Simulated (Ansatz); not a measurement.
Level of theory: DFT, r2SCAN, plane waves (500 eV) with PAW, scalar-relativistic (Ansatz 0.2.0). (PAW data from PBE, frozen cores regenerated.)

An element in the omega (AlB2-type) structure gives this curve. The cell is scaled uniformly from the relaxed one, with fractional coordinates and shape fixed. Energies are extrapolated to zero smearing, pressures are those at the given smearing. Magnetic state: spin not included.

| V (Å³/atom) | E − E₀ (meV/atom) | P (GPa) |
| --- | --- | --- |
| 14.519 | 73.3 | 13.57 |
| 15.179 | 29.5 | 8.00 |
| 15.839 | 6.4 | 3.52 |
| 16.499 | 0.0 | -0.09 |
| 17.159 | 6.9 | -2.99 |
| 17.819 | 24.5 | -5.31 |
| 18.479 | 50.7 | -7.14 |

(1) Which element is it?
A. manganese
B. palladium
C. aluminium
D. rhenium

Answers

(1) C. Its fit is V₀ = 16.46 Å³/atom, B₀ = 81 GPa, B₀′ = 4.5.
